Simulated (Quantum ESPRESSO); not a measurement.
## TaIn5IrRe (input and log of a self-consistent run)

Simulated, not a measurement. The program is pw.x of Quantum ESPRESSO 7.5 (plane-wave density functional theory). The cell is made up: eight metal atoms on a face-centred cubic lattice, with elements, volume, strain and displacements drawn at random and not relaxed, so it may be unstable or far from any real phase. PseudoDojo standard norm-conserving files set the functional (PBE unless stated); there is no spin polarisation or spin-orbit coupling, the Fermi-Dirac width of 0.25 eV means electrons at about 2900 K, and the masses in the input are unused placeholders. Heavy elements are run without spin-orbit coupling, which real alloys of them have. A spin test at this wide smearing found no moment, but such smearing suppresses magnetism that the real alloy may have.

Input:

```
&control calculation='scf', pseudo_dir='./dojo.nc.sr.pbe.v0_5.standard.upf', outdir='./o', disk_io='medium', tprnfor=.true., tstress=.true. /
&system ibrav=0, nat=8, ntyp=4, nbnd=67, ecutwfc=72.02867146, nosym=.true., tot_charge=0,
 occupations='smearing', smearing='fd', degauss=0.0183746611
/
&electrons conv_thr=1.470e-08, electron_maxstep=70, mixing_beta=0.5 /
ATOMIC_SPECIES
In 1.0 In.upf
Ir 1.0 Ir.upf
Re 1.0 Re.upf
Ta 1.0 Ta.upf
CELL_PARAMETERS angstrom
0.0005 -2.2009 -2.2018
2.2014 4.3644 -2.1651
8.8215 -4.3583 4.3582
ATOMIC_POSITIONS angstrom
Ta 0.0006 -0.0522 -0.0064
In 4.4192 -2.3841 2.1322
In 4.3951 0.0362 0.0265
In 8.8106 -2.2351 2.1586
Ir 2.1668 -2.1404 -0.1056
Re 6.5868 -4.3929 2.2256
In 2.2035 -0.0383 -2.2104
In 6.6528 -2.1435 -0.0678
K_POINTS automatic
8 5 2 1 1 1
```

The log is shortened where brackets say so; the opening notice, blank lines, dates and the lines on written files are dropped, and the path of the files is cut. It prints rydbergs, bohrs and kilobars, and counts compression as positive stress. Its total energy is the free energy E - TS of the whole cell.

```
     Program PWSCF v.7.5
     Parallel version (MPI & OpenMP), running on       1 processor cores
     Number of MPI processes:                 1
     Threads/MPI process:                     1
     [start-up lines left out]
     bravais-lattice index     =            0
     lattice parameter (alat)  =       5.8831  a.u.
     unit-cell volume          =    1140.8185 (a.u.)^3
     number of atoms/cell      =            8
     number of atomic types    =            4
     number of electrons       =       110.00
     number of Kohn-Sham states=           67
     kinetic-energy cutoff     =      72.0287  Ry
     charge density cutoff     =     288.1147  Ry
     scf convergence threshold =      1.5E-08
     mixing beta               =       0.5000
     number of iterations used =            8  plain     mixing
     Exchange-correlation= PBE
                           (   1   4   3   4   0   0   0)
     [axes and pseudopotential details left out]
   Cartesian axes
     site n.     atom                  positions (alat units)
         1        Ta     tau(   1) = (   0.0001927  -0.0167674  -0.0020558  )
         2        In     tau(   2) = (   1.4195136  -0.7658088   0.6848947  )
         3        In     tau(   3) = (   1.4117723   0.0116280   0.0085122  )
         4        In     tau(   4) = (   2.8300973  -0.7179478   0.6933748  )
         5        Ir     tau(   5) = (   0.6960088  -0.6875287  -0.0339203  )
         6        Re     tau(   6) = (   2.1157793  -1.4110656   0.7148962  )
         7        In     tau(   7) = (   0.7077974  -0.0123025  -0.7100138  )
         8        In     tau(   8) = (   2.1369795  -0.6885245  -0.0217784  )
     number of k points=    40  Fermi-Dirac smearing, width (Ry)=  0.0184
                       cart. coord. in units 2pi/alat
        k(    1) = (   0.1125471  -0.0195629  -0.0687899), wk =   0.0500000
        k(    2) = (  -0.0198118   0.0250576  -0.1134221), wk =   0.0500000
     [further k points left out]
     Dense  grid:    94227 G-vectors     FFT dimensions: (  32,  60, 120)
     Estimated max dynamical RAM per process >     171.35 MB
     Initial potential from superposition of free atoms
     starting charge     109.9791, renormalised to     110.0000
     Starting wfcs are   75 randomized atomic wfcs
     total cpu time spent up to now is       23.8 secs
     per-process dynamical memory:    99.3 Mb
     Self-consistent Calculation
     iteration #  1     ecut=    72.03 Ry     beta= 0.50
     Davidson diagonalization with overlap
     ethr =  1.00E-02,  avg # of iterations =  3.1
     Threshold (ethr) on eigenvalues was too large:
     Diagonalizing with lowered threshold
     Davidson diagonalization with overlap
     ethr =  7.55E-04,  avg # of iterations =  2.0
     total cpu time spent up to now is      122.8 secs
     total energy              =   -1197.98970962 Ry
     estimated scf accuracy    <       0.82307166 Ry
     iteration #  2     ecut=    72.03 Ry     beta= 0.50
     Davidson diagonalization with overlap
     ethr =  7.48E-04,  avg # of iterations =  5.4
     total cpu time spent up to now is      175.5 secs
     total energy              =   -1197.45282135 Ry
     estimated scf accuracy    <       9.93417678 Ry
     iteration #  3     ecut=    72.03 Ry     beta= 0.50
     Davidson diagonalization with overlap
     ethr =  7.48E-04,  avg # of iterations =  3.6
     total cpu time spent up to now is      227.6 secs
     total energy              =   -1198.24675008 Ry
     estimated scf accuracy    <       2.80073669 Ry
     iteration #  4     ecut=    72.03 Ry     beta= 0.50
     Davidson diagonalization with overlap
     ethr =  7.48E-04,  avg # of iterations =  2.0
     total cpu time spent up to now is      266.6 secs
     total energy              =   -1198.38763181 Ry
     estimated scf accuracy    <       0.18102359 Ry
     iteration #  5     ecut=    72.03 Ry     beta= 0.50
     Davidson diagonalization with overlap
     ethr =  1.65E-04,  avg # of iterations =  4.0
     total cpu time spent up to now is      308.6 secs
     total energy              =   -1198.36472925 Ry
     estimated scf accuracy    <       1.38881468 Ry
     [iterations 6 to 8 left out]
     iteration #  9     ecut=    72.03 Ry     beta= 0.50
     Davidson diagonalization with overlap
     ethr =  1.54E-07,  avg # of iterations =  2.1
     total cpu time spent up to now is      486.9 secs
     total energy              =   -1198.41982106 Ry
     estimated scf accuracy    <       0.00004665 Ry
     iteration # 10     ecut=    72.03 Ry     beta= 0.50
     Davidson diagonalization with overlap
     ethr =  4.24E-08,  avg # of iterations =  2.0
     total cpu time spent up to now is      522.8 secs
     total energy              =   -1198.41982788 Ry
     estimated scf accuracy    <       0.00000549 Ry
     iteration # 11     ecut=    72.03 Ry     beta= 0.50
     Davidson diagonalization with overlap
     ethr =  4.99E-09,  avg # of iterations =  2.8
     total cpu time spent up to now is      557.6 secs
     total energy              =   -1198.41982857 Ry
     estimated scf accuracy    <       0.00000037 Ry
     iteration # 12     ecut=    72.03 Ry     beta= 0.50
     Davidson diagonalization with overlap
     ethr =  3.34E-10,  avg # of iterations =  4.9
     total cpu time spent up to now is      604.3 secs
     total energy              =   -1198.41982871 Ry
     estimated scf accuracy    <       0.00000005 Ry
     iteration # 13     ecut=    72.03 Ry     beta= 0.50
     Davidson diagonalization with overlap
     ethr =  4.26E-11,  avg # of iterations =  3.0
     total cpu time spent up to now is      642.1 secs
     End of self-consistent calculation
     [lines on levels left out]
!    total energy              =   -1198.41982871 Ry
     estimated scf accuracy    <       0.00000001 Ry
     smearing contrib. (-TS)   =      -0.09396677 Ry
     internal energy E=F+TS    =   -1198.32586194 Ry
     The total energy is F=E-TS. E is the sum of the following terms:
     one-electron contribution =    -261.94199591 Ry
     hartree contribution      =     209.50535193 Ry
     xc contribution           =    -308.07998205 Ry
     ewald contribution        =    -837.80923590 Ry
     convergence has been achieved in  13 iterations
     Forces acting on atoms (cartesian axes, Ry/au):
     atom    1 type  4   force =    -0.00030070   -0.00102749   -0.00539692
     atom    2 type  1   force =     0.00859495    0.03090844   -0.02336241
     atom    3 type  1   force =    -0.04334652   -0.01571950    0.00589890
     atom    4 type  1   force =    -0.01861673   -0.00172280    0.00573099
     atom    5 type  2   force =    -0.03877518    0.01007728   -0.00760377
     atom    6 type  3   force =     0.05347179   -0.00642459    0.00575061
     atom    7 type  1   force =     0.01348944    0.00384506   -0.00216394
     atom    8 type  1   force =     0.02548294   -0.01993640    0.02114655
     Total force =     0.102178     Total SCF correction =     0.000755
     Computing stress (Cartesian axis) and pressure
          total   stress  (Ry/bohr**3)                   (kbar)     P=      -66.09
  -0.00051969   0.00002990  -0.00005263          -76.45        4.40       -7.74
   0.00002990  -0.00039708   0.00003476            4.40      -58.41        5.11
  -0.00005263   0.00003476  -0.00043106           -7.74        5.11      -63.41
     init_run     :     21.04s CPU     23.70s WALL (       1 calls)
     electrons    :    577.44s CPU    618.91s WALL (       1 calls)
     forces       :      6.51s CPU      6.59s WALL (       1 calls)
     stress       :     26.06s CPU     26.20s WALL (       1 calls)
     [timing details left out]
     PWSCF        :  10m31.32s CPU  11m16.64s WALL
     JOB DONE.
```

In other units: free energy -16305.332 eV for the cell, pressure -6.61 GPa, largest force component 1.375 eV/Å in size. The run took 678 s of wall time with one process on a shared machine (AMD EPYC, Zen 5, virtual cores), so the time is rough. A rerun of this cell at a higher cutoff and on a denser mesh moved values by no more than 0.015 eV in energy, 0.07 GPa in stress and 0.017 eV/Å in force, and a second program with other atomic files agreed on that cell to 2 % rms in force and 0.5 GPa in pressure.